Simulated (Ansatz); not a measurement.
## NaFe2B2: reading a single point

```
CELL_PARAMETERS angstrom
0.00000 3.46406 0.00000
3.46406 0.00000 0.00000
1.73203 1.73203 -4.62549
ATOMIC_POSITIONS crystal
B 0.37800 0.37800 0.24400
B 0.62200 0.62200 0.75600
Fe 0.75000 0.25000 0.50000
Fe 0.25000 0.75000 0.50000
Na 0.00000 0.00000 0.00000
```

Method: PBE, no spin polarisation; PAW, plane waves to 420 eV, 10×10×10 Γ-centred mesh, fermi-dirac occupations (width 0.1 eV) (Ansatz 0.2.0), atoms fixed.

Problem. Which atom feels the largest force, and which way?

Solution. The largest is on B2 (and as large on other atoms): 0.70 eV/Å, components (0.00, 0.00, 0.70). It makes 56° with the line to a nearest neighbour, Fe3 at 2.10 Å.

Problem. Describe some of the short contacts.

Solution. B–Fe at 2.10 Å: least valence density 0.57 e/Å³ and ELF 0.55 there. B–B at 2.26 Å: least valence density 0.37 e/Å³ and ELF 0.84 there. Fe–Fe at 2.45 Å: least valence density 0.39 e/Å³ and ELF 0.30 there. Both are smooth PAW fields, read partly inside the augmentation spheres.

Problem. Is the cell too large or too small?

Solution. The pressure is -6.6 GPa (compression positive), so with the atoms held at these fractions the cell would first shrink. The principal stresses -9.4, -5.2, -5.2 GPa differ, so its shape would change too.

Problem. Metal or insulator?

Solution. It is a metal, with about 7.1 states/eV a cell as the mean within 0.25 eV of the Fermi level, mostly Fe d (90 %).

Problem. What is the formation energy?

Solution. 0.29 eV an atom against the elements' usual phases (free molecules for gases, crystals otherwise, with no correction for O₂ or N₂), so at this geometry it isn't bound against them. Relaxing would lower it.

Origin: a known structure type with other elements, at an estimated volume, so it need not be a known compound. Caveats: no spin polarisation, so a magnetic state may lie lower.
